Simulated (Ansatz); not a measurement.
LaHg, one cell by several methods

```
CELL_PARAMETERS angstrom
3.83700 0.01919 0.01919
0.01919 3.83700 0.01919
0.01919 0.01919 3.83700
ATOMIC_POSITIONS crystal
La 0.50000 0.50000 0.50000
Hg 0.00000 0.00000 0.00000
```

Atoms are numbered in the order listed.

The cell is COD entry 1523850, as deposited and not checked against the literature; nothing was relaxed. The listed cell was then made from it by scaling, straining or moving an atom.

Spin–orbit coupling is left out, though it moves levels of the heavy atoms by tenths of an eV or more.

Levels of theory: DFT, LDA, PAW with Ansatz's default frozen-core files, scalar-relativistic (Ansatz 0.2.0); DFT, LDA, all-electron PAW with datasets made for the crystal, scalar-relativistic (Ansatz 0.2.0); DFT, LDA, all-electron LAPW, scalar-relativistic (Ansatz 0.2.0).

For PAW: a Γ-centred 11×11×11 k mesh, Fermi–Dirac smearing of 0.08 eV, cutoff 420 eV, no spin polarisation; the PAW files were made with PBE, and the program remakes their frozen cores for this functional. The crystal-made all-electron datasets (AE datasets) take a cutoff of 260 eV at this cell. LAPW targets a basis error of 1 meV/atom. The Ansatz runs share mesh, smearing and spin set-up. Plane-wave (PAW) pressures include the program's estimate of the Pulay term.

Stress and pressure are positive in compression.

The change that made this cell: equal xy, yz and zx engineering shear strains of +1 %.

Spin–orbit coupling is left out, which moves gradients at and beside heavy atoms by some per cent and at worst by a factor of two.

In a metal, gradients converge slowly with the k mesh: the values move by tens of per cent from one mesh to another, at times in sign, so only the comparison on one mesh counts.

```csv
quantity,PAW,AE datasets,LAPW
pressure (GPa),-1.88,-1.86,-1.86
stress yz (GPa),-0.23,-0.22,-0.22
stress xz (GPa),-0.23,-0.22,-0.22
stress xy (GPa),-0.23,-0.22,-0.22
field gradient Vzz at Hg2 (10²¹ V/m²),-1.37,-1.38,–
```

PAW's pressure differs from the LAPW value by -0.02 GPa.
